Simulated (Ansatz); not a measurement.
**ScGa: checking dH/dP = V**

Method: Ansatz 0.2.0, DFT r2SCAN, scalar-relativistic, plane waves, PAW. Run with 500 eV cutoff, 12×12×12 k-mesh, Gaussian smearing of 0.10 eV, no spin polarisation.

Starting point, cell and atoms relaxed:

```xyz
4
Lattice="2.0237 -5.0846 0.0000 2.0237 5.0846 0.0000 0.0000 0.0000 3.8705" Properties=species:S:1:pos:R:3 pbc="T T T"
Sc    2.0237   -3.6834    2.9028
Sc    2.0237    3.6834    0.9676
Ga    2.0237   -0.8199    2.9028
Ga    2.0237    0.8199    0.9676
```

Cell and atoms were relaxed at each target pressure within the start's symmetry (Cmcm), at zero temperature; other phases can be more stable under pressure. H = E + PV with P the target; E is the free energy at the smearing used, whose derivative the pressure is, per atom and counted from zero pressure. The mesh named is that at zero pressure; some other pressures ran on another.

| P (GPa) | V (Å³/atom) | E − E0 (meV) | H − H0 (meV) |
| --- | --- | --- | --- |
| 0 | 19.913 | 0.0 | 0.0 |
| 1 | 19.681 | 0.7 | 123.5 |
| 4 | 19.051 | 10.3 | 486.0 |
| 12 | 17.357 | 95.7 | 1395.7 |
| 25 | 15.884 | 262.8 | 2741.3 |
| 50 | 14.005 | 691.3 | 5061.9 |

Q: Thermodynamics gives dH/dP = V along a relaxed path. Integrate V over P by the trapezoid rule and compare with the computed enthalpies.

A: With 1 eV/Å³ = 160.22 GPa, each step adds the mean volume times ΔP / 160.22:
```csv
P (GPa),∫V dP (meV),H − H0 (meV),difference (meV)
1,123.6,123.5,0.0
4,486.2,486.0,0.2
12,1395.1,1395.7,-0.5
25,2743.8,2741.3,2.4
50,5075.7,5061.9,13.8
```

V(P) curves upward, so the trapezoid rule runs high; integrating a smooth curve through the same points (P as a polynomial of degree 4 in ln V) puts that excess at about 12.2 meV at 50 GPa, against the 13.8 meV found.

Q: At 50 GPa, how much of the enthalpy change is stored energy and how much is the PV term?

A: E rises by 691 meV/atom and PV is 50 × 14.005 / 160.22 = 4371 meV/atom, so PV makes 86 % of ΔH. So between rival structures at high pressure a small difference in volume can outweigh the difference in energy: 1 % of this volume is worth 43.7 meV/atom at this pressure.

Q: What bulk modulus do the lowest pressures give?

A: From the pressures that the runs reached, -1.00 GPa (20.163 Å³) and 0.99 GPa (19.681 Å³), B = −ΔP/Δln V = 1.99 / 0.0242 = 82 GPa, a mean over that range.